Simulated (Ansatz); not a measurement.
Ti2GaC:
```cif
data_C2Ga2Ti4
_chemical_formula_sum 'Ti4 Ga2 C2'
_space_group_name_H-M_alt 'P63/mmc'
_space_group_IT_number 194
_space_group_name_Hall '-P 6c 2c'
_cell_length_a 3.04453
_cell_length_b 3.04453
_cell_length_c 13.29043
_cell_angle_alpha 90.000
_cell_angle_beta 90.000
_cell_angle_gamma 120.000
loop_
_atom_site_label
_atom_site_type_symbol
_atom_site_symmetry_multiplicity
_atom_site_Wyckoff_symbol
_atom_site_fract_x
_atom_site_fract_y
_atom_site_fract_z
_atom_site_occupancy
Ti1 Ti 4 f 0.33333 0.66667 0.08540 1
Ga1 Ga 2 d 0.66667 0.33333 0.25000 1
C1 C 2 a 0.00000 0.00000 0.00000 1
```

Relaxed with PBEsol.

Q: Which orbitals make up the states near the Fermi level in DFT-PBEsol in the program Ansatz with PAW potentials?

A: Within 0.5 eV of the Fermi level: Ti 3d 81 %, Ga 4p 12 %. Projections are on Löwdin-orthogonalised atomic valence shells; empty p or d shells of many metals are not among them.

Q: Tabulate the density of states.

A: States/eV per cell of 8 atoms, in 0.25 eV bins, energy from the Fermi level.

| E (eV) | total | Ti 3d | C 2p | Ga 4p |
|---|---|---|---|---|
| -7.85 | 0.83 | 0.05 | 0.01 | 0.18 |
| -7.60 | 0.82 | 0.06 | 0.01 | 0.20 |
| -7.35 | 0.81 | 0.07 | 0.01 | 0.22 |
| -7.10 | 0.81 | 0.07 | 0.01 | 0.23 |
| -6.85 | 0.80 | 0.08 | 0.01 | 0.23 |
| -6.60 | 0.81 | 0.09 | 0.02 | 0.24 |
| -6.35 | 0.82 | 0.10 | 0.02 | 0.24 |
| -6.10 | 0.84 | 0.11 | 0.03 | 0.24 |
| -5.85 | 0.86 | 0.12 | 0.04 | 0.23 |
| -5.60 | 0.90 | 0.14 | 0.06 | 0.22 |
| -5.35 | 1.11 | 0.20 | 0.14 | 0.23 |
| -5.10 | 1.58 | 0.33 | 0.34 | 0.25 |
| -4.85 | 1.74 | 0.41 | 0.49 | 0.21 |
| -4.60 | 2.27 | 0.61 | 0.78 | 0.20 |
| -4.35 | 4.88 | 1.38 | 1.65 | 0.31 |
| -4.10 | 6.73 | 2.03 | 2.55 | 0.37 |
| -3.85 | 3.41 | 1.11 | 1.32 | 0.19 |
| -3.60 | 1.03 | 0.37 | 0.46 | 0.04 |
| -3.35 | 4.29 | 1.53 | 2.02 | 0.13 |
| -3.10 | 5.20 | 1.90 | 2.59 | 0.19 |
| -2.85 | 9.76 | 3.56 | 5.07 | 0.57 |
| -2.60 | 5.07 | 2.25 | 2.42 | 0.19 |
| -2.35 | 7.66 | 3.59 | 3.56 | 0.34 |
| -2.10 | 1.18 | 0.31 | 0.14 | 0.59 |
| -1.85 | 1.62 | 0.48 | 0.13 | 0.81 |
| -1.60 | 2.23 | 0.75 | 0.17 | 1.01 |
| -1.35 | 6.34 | 3.19 | 0.39 | 2.10 |
| -1.10 | 8.47 | 4.88 | 0.44 | 2.53 |
| -0.85 | 7.34 | 4.27 | 0.21 | 2.31 |
| -0.60 | 5.08 | 3.46 | 0.16 | 1.13 |
| -0.35 | 4.19 | 3.15 | 0.13 | 0.67 |
| -0.10 | 2.87 | 2.34 | 0.07 | 0.30 |
| 0.15 | 2.43 | 2.04 | 0.04 | 0.22 |
| 0.40 | 3.20 | 2.77 | 0.03 | 0.22 |
| 0.65 | 3.05 | 2.66 | 0.05 | 0.23 |
| 0.90 | 3.84 | 3.30 | 0.10 | 0.33 |
| 1.15 | 4.79 | 4.23 | 0.11 | 0.32 |
| 1.40 | 4.14 | 3.54 | 0.13 | 0.29 |
| 1.65 | 6.16 | 5.27 | 0.20 | 0.38 |
| 1.90 | 7.86 | 6.88 | 0.22 | 0.42 |
| 2.15 | 7.36 | 6.29 | 0.25 | 0.41 |
| 2.40 | 7.06 | 6.19 | 0.23 | 0.27 |
| 2.65 | 7.29 | 6.46 | 0.18 | 0.30 |
| 2.90 | 10.42 | 9.51 | 0.30 | 0.38 |
| 3.15 | 8.04 | 6.66 | 0.48 | 0.59 |
| 3.40 | 7.47 | 5.93 | 0.39 | 0.81 |
| 3.65 | 6.16 | 4.42 | 0.35 | 0.90 |
| 3.90 | 5.50 | 3.35 | 0.44 | 0.84 |
| 4.15 | 3.94 | 2.18 | 0.44 | 0.63 |

Space group P6_3/mmc. The workflow started from a Materials Project entry (that database holds measured and hypothetical structures alike); the Crystallography Open Database copy checked does not list it. Its standing as an ambient phase is unchecked. The cell was relaxed with PBEsol under the symmetry of its start; its stability against distortions is not shown here. The run is not spin-polarised. Scalar-relativistic: spin–orbit coupling is off unless named, which matters more the heavier the elements.

Potentials: the later of the program's two PAW sets.
